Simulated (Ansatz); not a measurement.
Values for one crystal, relaxed and computed with DFT-LDA in the program Ansatz with PAW potentials; other levels are named.

```yaml
volume_per_atom: 12.52 Å³
electronic_character: metallic (no gap)
Poisson's ratio: 0.44
hill_bulk_and_shear_moduli: 210 and 27.6 GPa
Young's modulus: 79.4 GPa
debye_temperature_from_the_elastic_constants: 295 K
mechanical_stability: stable (all eigenvalues of C positive)
```

Question: Pick the material that matches.
A. V, bcc (W type)
B. Al, bcc (W type)
C. Be, bcc (W type)
D. Nb, bcc (W type)

Answer: A, V, bcc (W type)

Space group Im-3m (bcc (W type)). The LDA relaxation kept the symmetry of its start. No spin polarisation was allowed. As this level gives no gap, shear constants depend on the k-mesh and smearing (Fermi–Dirac, 0.1 eV here). On the denser mesh and wider smearing of the elastic run this cell carries a stress of 0.4 GPa.

Potentials: the earlier of the program's two PAW sets. The files were generated under PBE; for other functionals the program regenerates the frozen cores, and for LDA and PBEsol the local potential too.
